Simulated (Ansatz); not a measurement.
The cell below belongs to a search over invented structures; it isn't taken from experiment.

Input and command of a plane-wave DFT calculation in Ansatz:

```yaml
crystal:
  lattice:
    - [7.7056441, 0.0, 0.0]
    - [-3.85282205, 6.67328355, 0.0]
    - [0.0, 0.0, 2.7505033]
  atoms:
    - { symbol: Zn, position: [0.21447659, 0.42895317, 0.25] }
    - { symbol: Zn, position: [0.57104683, 0.78552341, 0.25] }
    - { symbol: Zn, position: [0.21447659, 0.78552341, 0.25] }
    - { symbol: Zn, position: [0.78552341, 0.57104683, 0.75] }
    - { symbol: Zn, position: [0.42895317, 0.21447659, 0.75] }
    - { symbol: Zn, position: [0.78552341, 0.21447659, 0.75] }
    - { symbol: O, position: [0.33333333, 0.66666667, 0.75] }
    - { symbol: O, position: [0.66666667, 0.33333333, 0.25] }
basis:
  ecutwfc: 420
kpoints:
  mp_grid: { grid: [3, 3, 6] }
hamiltonian:
  xc: pbe
scf:
  occupations: { method: gaussian, width: 0.2 }
  lower_state_search: "off"
output:
  forces: true
  stress: true
  eigenvalues: true
relax:
  adjacent_minimum: "off"
  f_tol: 0.08
  max_steps: 16
  cell: { stress_tol: 0.8 }
```

```bash
ansatz run input.yaml --threads 1 --pin off --max-ram 2560MiB --backend cpu --events-out ev --progress --plain --runs-dir out
```

Processor: Intel(R) Xeon(R) Processor @ 2.50GHz (Skylake/Cascade Lake), 1 thread, on a host shared with other jobs.

Task: How long does it run, and how much memory does it take?

Result: About 80 s, peak memory 0.45 GiB. It solves 51 bands at 12 k points (after reduction by symmetry) with about 2307 plane waves (on the last cell), in 41 SCF iterations over 6 ionic steps.
